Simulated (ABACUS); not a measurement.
ABACUS run on InAs (F-43m, 8 atoms in the cell; from Materials Project mp-20305): self-consistent single point.

Method: PBE, PseudoDojo 0.5 standard norm-conserving PBE (tails mended) pseudopotentials (plane waves; ABACUS).

```yaml
crystal:
  lattice:
    - [6.10712, 0.00000, 0.00000]
    - [0.00000, 6.10712, 0.00000]
    - [0.00000, 0.00000, 6.10712]
  atoms:
    - { symbol: In, position: [0.25000, 0.25000, 0.25000] }
    - { symbol: In, position: [0.25000, 0.75000, 0.75000] }
    - { symbol: In, position: [0.75000, 0.25000, 0.75000] }
    - { symbol: In, position: [0.75000, 0.75000, 0.25000] }
    - { symbol: As, position: [0.00000, 0.00000, 0.00000] }
    - { symbol: As, position: [0.00000, 0.50000, 0.50000] }
    - { symbol: As, position: [0.50000, 0.00000, 0.50000] }
    - { symbol: As, position: [0.50000, 0.50000, 0.00000] }
```

Reference input (self-consistent single point, DFT, PBE, plane waves, PseudoDojo 0.5 standard norm-conserving PBE (tails mended) pseudopotentials): KPT = Gamma 3 3 3 0 0 0; basis_type = pw; dft_functional = PBE; ecutwfc = 84 Ry; smearing_method = fd; smearing_sigma = 0.00734986 Ry; potentials = PseudoDojo 0.5 standard norm-conserving PBE (tails mended); symmetry = 1; ks_solver = dav_subspace; scf_nmax = 100; scf_thr = 1.0e-09 Ry; mixing_type = pulay. This run's input differs from it in these lines:

```diff
@@ -52,3 +52,3 @@
 Gamma
-3 3 3 0 0 0
+2 2 2 0 0 0
```

Log, with long lists cut:

```
 SELF-CONSISTENT
 -------------------------------------------

                                 init_chg = atomic

 PW ALGORITHM --------------- ION=   1  ELEC=   1--------------------------------

 Notice: Threshold on eigenvalues was too large.

 Density error is 0.292257100107
                          Error Threshold = 0.00026109316794
 E_KohnSham     -1380.1757089634     -18778.2538830920
 E_Fermi        0.5319850289         7.2380276440

 PW ALGORITHM --------------- ION=   1  ELEC=   2--------------------------------

 Density error is 0.0435211186921
                          Error Threshold = 0.000260943839382
   [... lines left out ...]

 Density error is 2.49773409276e-09
                          Error Threshold = 2.22472315865e-11
 E_KohnSham     -1380.2539010085     -18779.3177404441
 E_Fermi        0.5734652282         7.8023947086

 PW ALGORITHM --------------- ION=   1  ELEC=   9--------------------------------

 Density error is 1.42680100773e-10
                          Error Threshold = 2.23011972568e-12
 E_KohnSham     -1380.2539010098     -18779.3177404611
 E_KS(sigma->0) -1380.2520738204     -18779.2928802743
 E_entropy(-TS) -0.0036543787        -0.0497203736
 E_Fermi        0.5734688071         7.8024434016
 charge density convergence is achieved
 final etot is -18779.31774 eV
 EFERMI = 7.8024434016 eV

 STATE ENERGY(eV) AND OCCUPATIONS    NSPIN == 1
   [... 65 lines left out ...]

 TOTAL-FORCE (eV/Angstrom)
                       In1        -0.0000357041        -0.0000357041        -0.0000357041
                       In2        -0.0000357041         0.0000357041         0.0000357041
                       In3         0.0000357041        -0.0000357041         0.0000357041
                       In4         0.0000357041         0.0000357041        -0.0000357041
                       As1         0.0000000000         0.0000000000         0.0000000000
                       As2         0.0000000000         0.0000000000         0.0000000000
                       As3         0.0000000000         0.0000000000         0.0000000000
   [... lines left out ...]

 TOTAL-STRESS (KBAR)
        29.6244149806         0.0000000000        -0.0000000000
         0.0000000000        29.6244149806         0.0000000000
        -0.0000000000         0.0000000000        29.6244149806
 TOTAL-PRESSURE: 29.624415 KBAR

 --------------------------------------------
 !FINAL_ETOT_IS -18779.3177404611160455 eV
 --------------------------------------------
```

The run converged in 9 iterations. Against the reference run the free energy rises by 55.8 meV/atom and the pressure goes from 2.28 to 2.96 GPa.

This run is one point of a test of settings, so its values need not be converged; read them against the reference run alone. The structure comes from a collection of computed structures, made at another level of theory; the collection holds predicted forms beside known ones. No clean gap shows at this smearing width and mesh (spacing up to 0.51 Å⁻¹); the mesh is coarse for partly filled bands, so the values carry mesh errors. Semi-local functionals can close small gaps.

Cost on one core: very roughly 70 core-seconds.

“Tails mended”: in these copies of the files the far tail of each local potential was reset to the Coulomb form.
